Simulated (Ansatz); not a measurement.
NaF (rock salt, Fm-3m), the program Ansatz at the PBE level (PAW). The conduction-band minimum lies at Γ, with 1 equivalent valley. Second derivatives d²E/dk² of the lowest band at one valley (eV·Å²), along Cartesian directions:

| direction | d²E/dk² |
|---|---|
| [100] | 13.49 |
| [010] | 13.49 |
| [001] | 13.49 |
| [110] | 13.49 |
| [101] | 13.49 |
| [011] | 13.49 |

### Question
Find the principal effective masses, the density-of-states mass and the conductivity mass.

### Answer
Off-diagonal terms follow from H_xy = H[110] − (H_xx + H_yy)/2, and m*/mₑ = 7.620 eV·Å² over each eigenvalue: 0.56, 0.56, 0.56. One valley's DOS mass (m₁m₂m₃)^(1/3) = 0.56, conductivity mass 3/(Σ 1/mᵢ) = 0.56 mₑ.

### Question
What effective density of states Nc follows at 300 K for parabolic valleys?

### Answer
Nc = 2.509e19 × 1 × (0.56)^(3/2) ≈ 1.1e19 cm⁻³.

The PBE relaxation kept the symmetry of its start.

Potentials: the later of the program's two PAW sets.

Edges and masses are those of Kohn–Sham bands, whose gap is no quasiparticle gap.
